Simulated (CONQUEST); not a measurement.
Consider a self-consistent single point of TiO2 (P4_2/mnm, 6 atoms in the cell; from Materials Project mp-2657, changed as shown).

```
CELL_PARAMETERS angstrom
      4.66037     0.00000     0.00000
      0.00000     4.66037     0.00000
      0.00000     0.00000     2.99815
ATOMIC_POSITIONS crystal
  Ti 0.50000 0.50000 0.00000
  Ti 0.00000 0.00000 0.50000
  O  0.69568 0.69568 0.50000
  O  0.30432 0.30432 0.50000
  O  0.80432 0.19568 0.00000
  O  0.19568 0.80432 0.00000
```

All values come from this method and carry its errors: PBE, numerical atomic orbitals double-zeta with polarisation (the shipped basis), PseudoDojo norm-conserving potentials made for PBE (CONQUEST).

CONQUEST settings:

```
setting                                         value
---------------------  ------------------------------
basis                                             DZP
Diag.MPMeshX, Y, Z                              5 5 7
potentials             PseudoDojo norm-conserving PBE
Grid.GridCutoff                                140 Ha
DM.SolutionMethod                              diagon
Diag.SmearingType                                   1
Diag.kT                                   0.000735 Ha
Diag.GammaCentred                                true
Diag.MPOrder                                        0
minE.SCTolerance                              1.0e-06
SC.MaxIters                                       100
SC.LinearMixingFactor                             0.3
AtomMove.TypeOfRun                             static
```

Results:

- Number of valence electrons = 48
- Number of bands = 90
- Number of k-points after the program's reduction = 88
- Size of the basis = 90
- Number of SCF iterations = 9
- FFT grid = 48 × 48 × 32
- Free energy E − TS = -5038.3084 eV
- Pressure = -3.02 GPa
- Largest force (vector length) = 0.137 eV/Å

Forces (eV/Å):
| atom | Fx | Fy | Fz |
|---|---|---|---|
| Ti1 | 0.000 | 0.000 | 0.000 |
| Ti2 | 0.000 | 0.000 | 0.000 |
| O3 | -0.097 | -0.097 | 0.000 |
| O4 | 0.097 | 0.097 | 0.000 |
| O5 | 0.097 | -0.097 | 0.000 |
| O6 | -0.097 | 0.097 | 0.000 |

Stress (GPa, positive for compression):
```
-2.46   0.00   0.00
 0.00  -2.46   0.00
 0.00   0.00  -4.12
```

For comparison: a first run was changed to give this one (volume scaled by 1.04), and from it to this one the free energy drops by 3.9 meV/atom and the pressure goes from 6.07 to -3.02 GPa.

The program uses no crystal symmetry, so grid and mesh can part values that symmetry would make equal. The atom-centred basis is finite, which shifts total energies, pressures and forces against plane waves. The structure comes from a collection of computed structures, made at another level of theory; the collection holds predicted forms beside known ones.

Cost on one core: around 120 core-seconds (rough).
